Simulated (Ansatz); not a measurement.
TiSi:
```cif
data_Si4Ti4
_chemical_formula_sum 'Ti4 Si4'
_space_group_name_H-M_alt 'Pnma'
_space_group_IT_number 62
_space_group_name_Hall '-P 2ac 2n'
_cell_length_a 6.45370
_cell_length_b 3.62084
_cell_length_c 4.96413
_cell_angle_alpha 90.000
_cell_angle_beta 90.000
_cell_angle_gamma 90.000
loop_
_atom_site_label
_atom_site_type_symbol
_atom_site_symmetry_multiplicity
_atom_site_Wyckoff_symbol
_atom_site_fract_x
_atom_site_fract_y
_atom_site_fract_z
_atom_site_occupancy
Ti1 Ti 4 c 0.17604 0.25000 0.12932 1
Si1 Si 4 c 0.04422 0.25000 0.64647 1
```

Relaxed at zero pressure with PBEsol in the plane-wave PAW code Ansatz.

The volume is lowered by 6 % and shape and atoms relax at that volume. What pressure results, and how do the axes share the change?

10.9 GPa; a -2.5 %, b -1.8 %, c -1.8 %; the energy rises by 28 meV/atom.

Give the new structure.


Space group Pnma (No. 62); a = 6.2919 Å, b = 3.5562 Å, c = 4.8732 Å, α = β = γ = 90.00°

```csv
atom,site,symmetry,x,y,z
Ti,4c,.m.,0.1753,0.2500,0.1294
Si,4c,.m.,0.0445,0.2500,0.6466
```

The phase is kept; no other phase was compared at this pressure.

The first step of the workflow began from a Materials Project structure, measured or hypothetical; the Crystallography Open Database copy checked does not list it. COD files the formula under space group No. 25. Whether it is the stable phase at ambient conditions was not checked. Symmetry was held in the PBEsol relaxation; whether a distortion lowers the energy is not shown. No spin polarisation was allowed.

Potentials: the earlier of the program's two PAW sets. The files were generated under PBE; for other functionals the program regenerates the frozen cores, and for LDA and PBEsol the local potential too.
